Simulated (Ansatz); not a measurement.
**Spin-resolved density of states of NaMoO2 (R-3m)**

```
CELL_PARAMETERS angstrom
1.61678 0.93345 5.21932
-1.61678 0.93345 5.21932
0.00000 -1.86689 5.21932
ATOMIC_POSITIONS crystal
Na 0.50000 0.50000 0.50000
Mo 0.00000 0.00000 0.00000
O 0.26510 0.26510 0.26510
O 0.73490 0.73490 0.73490
```

The geometry is a structure from the Materials Project, held fixed and not relaxed.

Functional, mesh and filling: PBEsol, 9×9×9 k mesh, Fermi–Dirac smearing of 0.05 eV. LAPW is all-electron LAPW in Ansatz 0.2.0. Site moments are integrated in spheres about the atoms. Start moments (μB): Mo2 1.5. DFT+U (Dudarev's form): U = 6.0 eV on Mo d.

Density of states, smoothed by a Gaussian of 0.15 eV:

```csv
E − E_F (eV),majority (states/eV/cell),minority (states/eV/cell)
-7.00,0.91,0.00
-6.70,0.96,0.05
-6.40,1.76,0.52
-6.10,1.47,1.71
-5.80,0.96,1.96
-5.50,1.49,2.90
-5.20,1.87,2.05
-4.90,1.54,1.30
-4.60,0.75,1.85
-4.30,0.77,2.42
-4.00,1.23,1.91
-3.70,1.40,1.85
-3.40,1.30,1.28
-3.10,1.74,0.20
-2.80,1.36,0.00
-2.50,1.60,0.00
-2.20,1.23,0.00
-1.90,1.78,0.00
-1.60,1.02,0.00
-1.30,0.07,0.00
-1.00,0.00,0.00
-0.70,0.00,0.00
-0.40,0.00,0.00
-0.10,0.00,0.00
0.20,0.00,0.00
0.50,0.00,0.00
0.80,0.00,0.00
1.10,0.00,0.00
1.40,0.00,0.00
1.70,0.03,0.00
2.00,0.14,0.12
2.30,0.51,0.72
2.60,0.63,1.39
2.90,0.79,1.29
3.20,1.48,1.25
3.50,1.88,1.75
3.80,1.35,2.47
4.10,0.39,2.04
4.40,0.23,1.21
```

Problem. What spin moment does the cell carry?

Solution. 3.00 μB. Site moments (μB): Na1 0.00, Mo2 2.27, O3 0.04, O4 0.04.

Löwdin populations of d and f shells (filled inner shells left out):

```
 shell    up  down
Mo2 4d  3.61  0.77
```

Further occupied bands lie below the window, the nearest with its top at -7.7 eV.

The magnetic state is the one that this cell and start allow. It needn't be the compound's measured order, which may need a larger cell or be absent.
